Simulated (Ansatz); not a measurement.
# Al2Cu (P4/mmm), an elastic constant from a strain scan

Method: Ansatz, DFT r2SCAN, scalar-relativistic, plane waves, PAW. Settings: plane waves to 500 eV, k-mesh 12×12×16 (Γ-centred), Gaussian smearing 0.15 eV. No spin polarisation. Energies are free energies at this smearing, counted from the undisturbed cell; pressure is positive in compression.

The starting cell (relaxed at this level; it needn't be the usual structure):

```
Al Cu
1.0
     4.08803    0.00000    0.00000
     0.00000    4.08803    0.00000
     0.00000    0.00000    2.85133
Al Cu
2 1
Direct
  0.50000 0.00000 0.50000
  0.00000 0.50000 0.50000
  0.00000 0.00000 0.00000
```

The cell is strained by ε times the Voigt pattern (0, 0, 0, 0, 0, 1) (xx, yy, zz, yz, xz, xy; engineering shear) with fractional coordinates fixed. The cell holds 3 atoms in V0 = 47.65 Å³. The stress column is τ = (1/V0) dE/dε, got from the stress tensor σ (compression positive) at each point as −det(1 + εP) σ : P(1 + εP)⁻¹, with P the pattern as a tensor.

```csv
ε,ΔE (meV/atom),τ (GPa)
-0.0600,?,?
-0.0300,2.511,-1.663
0.0000,0.000,0.000
0.0150,0.635,0.851
0.0450,5.554,2.422
```

**Question.** Which combination of elastic constants does this scan measure, and how large is it?

**Answer.** For small ε, τ = τ0 + Kε with K = pᵀCp, which for this pattern is C66 in the Cartesian frame shown. The parabola through τ at ε = -0.0300, 0 and 0.0150 has slope K = 56 GPa at zero. The energies per cell, E = NΔE, of the same two points give K = 2[E(ε₊)/ε₊ − E(ε₋)/ε₋]/[(ε₊ − ε₋)V0] = 57 GPa, in agreement.

**Question.** Predict the withheld row at ε = -0.0600 from the harmonic law, and compare.

**Answer.** ΔE = V0(τ0 ε + Kε²/2)/N = 10.046 meV/atom and τ = -3.38 GPa. The calculation gives 9.699 meV/atom and -3.15 GPa, a miss of 3.5 % of the harmonic energy, so the harmonic law still holds here.

In a metal these slopes depend on the k mesh and the smearing.